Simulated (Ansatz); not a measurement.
GeSe:
```
CELL_PARAMETERS angstrom
      3.93159     0.00000     0.00000
      0.00000     5.77066     0.00000
      0.00000     0.00000     4.25861
ATOMIC_POSITIONS crystal
  Ge 0.00000 0.23277 0.57960
  Ge 0.50000 0.76723 0.07960
  Se 0.00000 0.76113 0.67040
  Se 0.50000 0.23887 0.17040
```

Relaxed with PBE+D3(BJ). Special points in fractions of this cell's reciprocal vectors: Γ (0.000, 0.000, 0.000); X (0.500, 0.000, 0.000); S (0.500, 0.500, 0.000); Y (0.000, 0.500, 0.000); Z (0.000, 0.000, 0.500); U (0.500, 0.000, 0.500); R (0.500, 0.500, 0.500); T (0.000, 0.500, 0.500).

**Question.** List the band energies nearest the valence-band maximum at these points for plane-wave PAW PBE+D3(BJ) (Ansatz code).

**Answer.** In eV from the valence-band maximum; about four levels below and three above (degenerate sets whole), none deeper than 8.9 eV; points with the same levels are listed once.

```tsv
k	below	above
Γ	-3.37 -2.04 -1.87 -1.70	2.49 3.24 3.50
X	-2.36 -2.36 -1.16 -1.16	1.58 1.58 1.99 1.99
S	-2.12 -2.12 -0.15 -0.15	0.55 0.55 1.56 1.56
Y	-2.91 -2.49 -1.57 -1.13	1.98 2.93 2.96
Z	-2.10 -2.10 -0.49 -0.49	1.62 1.62 2.42 2.42
U	-3.60 -3.60 -3.23 -3.23	2.87 2.87 5.54 5.54
R	-4.44 -4.44 -0.60 -0.60	1.67 1.67 5.38 5.38
T	-1.76 -1.76 -0.28 -0.28	1.22 1.22 1.41 1.41
```

Space group Pmn2_1. The start of the workflow was typed in or built on a structure type; neither database checked (COD, Materials Project) lists it. It is not the phase usual at ambient conditions (space group No. 62). Symmetry was held in the PBE+D3(BJ) relaxation; whether a distortion lowers the energy is not shown. The volume moved by -20 % from the start of the relaxation. Spin–orbit coupling is left out wherever it is not named.

Potentials: the earlier of the program's two PAW sets.
